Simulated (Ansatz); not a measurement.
A plane-wave DFT run in Ansatz 0.2.0 (scalar-relativistic PAW potentials unless the input names others): input and command.

```yaml
crystal:
  lattice:
    - [3.0071055186, 0.0, 0.0]
    - [-1.5035527593, 2.604229771, 0.0]
    - [0.0, 0.0, 7.8006282902]
  atoms:
    - { symbol: Ag, position: [0.6666666667, 0.3333333333, 0.5] }
    - { symbol: Ag, position: [0.3333333333, 0.6666666667, 0.1928552066] }
    - { symbol: Ag, position: [0.3333333333, 0.6666666667, 0.8071447934] }
    - { symbol: B, position: [0.6666666667, 0.3333333333, 0.0] }
basis:
  ecutwfc: 420
kpoints:
  mp_grid: { grid: [6, 6, 2] }
hamiltonian:
  xc: pbe
scf:
  occupations: { method: gaussian, width: 0.1 }
output:
  forces: true
  eigenvalues: true
  stress: true
```

```bash
ansatz run input.yaml --threads 1 --pin off --max-ram 3072MiB --backend cpu --events-out ev --progress --plain --runs-dir out
```

Abridged log:
```
Basis set: ecut = 420 eV, 1155 PW (Γ), exchange–correlation on 48×48×108 points (8 copies of the dense FFT grid, shifted against one another)
Bands: 36, of which v1, the nominal top of the filled ones, is band 30 counted from 1 (29 counted from 0)
Symmetry: 12 space group operations
k-points: 14 of 72 (time reversal used)
SCF iter   1: F=—  HF=-22925.351103 eV  |F-HF|=—  |Δ(HF+E_count)|=         —  Δρ=5.81e-3  dr2=4.26e-2  ethr=1.77e-3  ⟨swp⟩=5.6  Hψ=1687  notcnv=0  defer=2
SCF iter   2: F=—  HF=-22925.346129 eV  |F-HF|=—  |Δ(HF+E_count)|=   4.97e-3  Δρ=2.45e-3  dr2=8.16e-3  ethr=7.10e-5  ⟨swp⟩=1.1  Hψ=617  notcnv=0  defer=3
SCF iter   3: F=—  HF=-22925.345022 eV  |F-HF|=—  |Δ(HF+E_count)|=   1.11e-3  Δρ=1.09e-3  dr2=1.31e-3  ethr=1.36e-5  ⟨swp⟩=1.1  Hψ=485  notcnv=0
automatic band count: iteration 3 solves 35 bands in place of 36: the levels show a gap, and the empty bands left out lie too high to hold charge; the band table lists the bands solved (type scf.n_extra_bands for more)
SCF iter   4: F=—  HF=-22925.344766 eV  |F-HF|=—  |Δ(HF+E_count)|=   2.57e-4  Δρ=3.08e-4  dr2=9.43e-5  ethr=2.18e-6  ⟨swp⟩=5.4  Hψ=1319  notcnv=0  defer=1
automatic band count: iteration 4 solves 36 bands in place of 35: the levels no longer show a gap clear of their residuals, so the SCF keeps every band
SCF iter   5: F=—  HF=-22925.344760 eV  |F-HF|=—  |Δ(HF+E_count)|=   5.79e-6  Δρ=1.11e-4  dr2=5.95e-6  ethr=1.57e-7  ⟨swp⟩=2.3  Hψ=971  notcnv=0  defer=1
SCF iter   6: F=—  HF=-22925.344760 eV  |F-HF|=—  |Δ(HF+E_count)|=   3.68e-8  Δρ=4.67e-5  dr2=1.08e-6  ethr=9.91e-9  ⟨swp⟩=2.0  Hψ=770  notcnv=0  defer=1
SCF iter   7: F=-22925.344760 eV  HF=-22925.344760 eV  |F-HF|=1.35e-8  |Δ(HF+E_count)|=   7.50e-8  Δρ=8.15e-6  dr2=5.26e-8  ethr=1.67e-10  ⟨swp⟩=6.4  Hψ=1987  notcnv=0
SCF 1 converged in 7 iterations: F = -22925.344760 eV  dr2 = 5.26e-8
SCF converged after 7 iterations
Free energy (F): -22925.344760 eV
Harris-Foulkes:  -22925.344760 eV  (|F-HF|=1.35e-8)
Internal energy: -22925.337994 eV  (E = F + TS)
E sigma→0 (E₀):  -22925.341377 eV
Entropy (-TS):   -0.006766 eV (-1.691 meV/atom)
Fermi energy:    15.894701 eV
--- Forces (eV/Å), atoms counted from 1 ---
  atom   1  Ag     0.00000000     0.00000000     0.00000000
  atom   2  Ag     0.00000000     0.00000000    -0.01322311
  atom   3  Ag     0.00000000     0.00000000     0.01322311
  atom   4  B      0.00000000     0.00000000     0.00000000
--- Stress (GPa, compression-positive) ---
        0.794469       0.000000       0.000000
        0.000000       0.794469       0.000000
        0.000000       0.000000      -1.351929
  P = ⅓ Tr σ = 0.0790 GPa (0.790 kbar)
```

Apart from outputs, empty bands and the relaxation, which only the reference makes, the input differs from a reference run on usual settings in kpoints.mp_grid.grid: [18, 18, 6] → [6, 6, 2]. The reference, at the same geometry, ended its own course with pressure 0.00 GPa, largest force 0.001 eV/Å, no gap on the mesh. This run converged in 7 SCF iterations with an energy at zero smearing 2.75 meV/atom above the reference's, pressure 0.08 GPa, largest force 0.013 eV/Å, no gap on the mesh. Its k mesh is looser than usual, and the result moved.

It took 1.3 s on 1 thread of Intel(R) Xeon(R) 6975P-C (Granite Rapids), on a shared host, peak memory 0.34 GiB.